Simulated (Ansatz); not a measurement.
Input for Ansatz (plane-wave DFT), MnPt₂:

```yaml
crystal:
  lattice:
    - [2.8584044518, 0.0, 0.0]
    - [-1.4292022259, 2.4754508696, 0.0]
    - [0.0, 0.0, 6.532504]
  atoms:
    - { symbol: Mn, position: [0.0, 0.0, 0.0], spin: 4.21 }
    - { symbol: Pt, position: [0.3333333333, 0.6666666667, 0.683794], spin: 0.41 }
    - { symbol: Pt, position: [0.6666666667, 0.3333333333, 0.316206], spin: 0.41 }
basis:
  ecutwfc: 420
kpoints:
  mp_grid: { grid: [6, 6, 2] }
hamiltonian:
  xc: pbe
scf:
  occupations: { method: cold, width: 0.056 }
  lower_state_search: "off"
output:
  forces: true
  stress: true
  eigenvalues: true
  populations: true
magnetization:
  spin_polarized: true
```

Command:

```bash
ansatz run input.yaml --threads 1 --pin off --max-ram 1331MiB --backend cpu --events-out ev --progress --plain --runs-dir out
```

From the log (HF is the Harris–Foulkes energy, dr2 the density residual in eV):

```text
Pseudopotential: Mn, paw, valence charge 15, recommended cutoff 420 eV (normal)
Pseudopotential: Pt, paw, valence charge 18, recommended cutoff 420 eV (normal)
Crystal: 3 atoms, lattice volume = 46.223 Å³
Basis set: ecut = 420 eV, 897 PW (Γ), exchange–correlation on 40×40×90 points (8 copies of the dense FFT grid, shifted against one another)
Bands: 34, of which v1, the nominal top of the filled ones, is band 26 counted from 1 (25 counted from 0)
Symmetry: 12 space group operations
Space group: P-3m1 (ITA 164), of the structure as read, at distance tolerance 3.6e-5 Å
k-points: 14 of 72
Initial density: superposition of atomic densities
Starting moments: Σ|m| = 5.03 μB on 3 of 3 sites
SCF iter   1: HF=-28965.258169 eV  Δρ=4.52e-1 (↑1.57e-1 ↓4.52e-1) dr2=3.38e2  dr2_m=1.48e1  M=1.444 μB ∫|m|=1.475 μB
spin=Collinear: Resta preconditioning applied to the charge; magnetization (m = ρ↑ − ρ↓) channel mixes plain (no charge-response kernel on spin).
SCF iter   2: HF=-28956.337130 eV  S|Δr|=    0.00e0  Δρ=3.41e-1 (↑3.41e-1 ↓1.37e-1) dr2=1.20e2  dr2_m=5.38e0  M=1.562 μB ∫|m|=1.573 μB
spin=Collinear: Kerker preconditioning applied to the charge; magnetization (m = ρ↑ − ρ↓) channel mixes plain (no charge-response kernel on spin).
SCF iter   3: HF=-28945.999971 eV  S|Δr|=    0.00e0  Δρ=4.17e-2 (↑4.17e-2 ↓3.79e-2) dr2=5.29e0  dr2_m=6.70e-2  M=2.888 μB ∫|m|=2.917 μB
SCF iter   4: HF=-28945.906868 eV  S|Δr|=    0.00e0  Δρ=9.52e-2 (↑9.52e-2 ↓3.84e-2) dr2=1.04e1  dr2_m=3.91e-1  M=3.009 μB ∫|m|=3.078 μB
   ...
SCF iter  16: HF=-28945.541873 eV  S|Δr|=    0.00e0  Δρ=7.63e-5 (↑7.63e-5 ↓1.68e-5) dr2=2.51e-6  dr2_m=7.44e-7  M=4.778 μB ∫|m|=4.870 μB
SCF iter  17: HF=-28945.541873 eV  S|Δr|=    0.00e0  Δρ=2.25e-5 (↑2.25e-5 ↓1.29e-5) dr2=8.88e-8  dr2_m=1.13e-7  M=4.778 μB ∫|m|=4.870 μB
SCF iter  18: F=-28945.541873 eV  HF=-28945.541873 eV  S|Δr|=    0.00e0  Δρ=1.62e-6 (↑1.62e-6 ↓1.53e-6) dr2=4.77e-9  dr2_m=5.96e-11  M=4.778 μB ∫|m|=4.870 μB
SCF 1 converged in 18 iterations: F = -28945.541873 eV  dr2 = 4.77e-9
this state was not tested for a lower state beside it, because cold or Methfessel-Paxton smearing, or corrected tetrahedra, fill the levels in a way that the test cannot read (fill_not_monotonic; see scf.lower_state_search)
SCF converged after 18 iterations
Magnetization: 4.7778 μB (27.8889 up, 23.1111 down)
Absolute magnetization: 4.8710 μB (∫|ρ↑−ρ↓|, with the PAW one-centre terms)
Per-site moments (μB) at R_I (Å): [(3.8241, 1.0906), (0.3819, 1.0906), (0.3819, 1.0906)]
Free energy (F): -28945.541873 eV
E sigma→0 (E₀):  -28945.542554 eV
Entropy (-TS):   0.002042 eV (0.681 meV/atom)
Fermi energy:    19.673426 eV
--- Forces (eV/Å), atoms counted from 1 ---
  atom   1  Mn    -0.00000000     0.00000000     0.00000000
  atom   2  Pt    -0.00000000    -0.00000000     0.00752850
  atom   3  Pt    -0.00000000     0.00000000    -0.00752850
--- Stress (GPa, compression-positive) ---
       -1.013679       0.000000       0.000000
        0.000000      -1.013679      -0.000000
        0.000000      -0.000000       1.621491
  P = ⅓ Tr σ = -0.1353 GPa (-1.353 kbar)
```

These settings were drawn at random to show what each does; none of the numbers is a converged property of the crystal.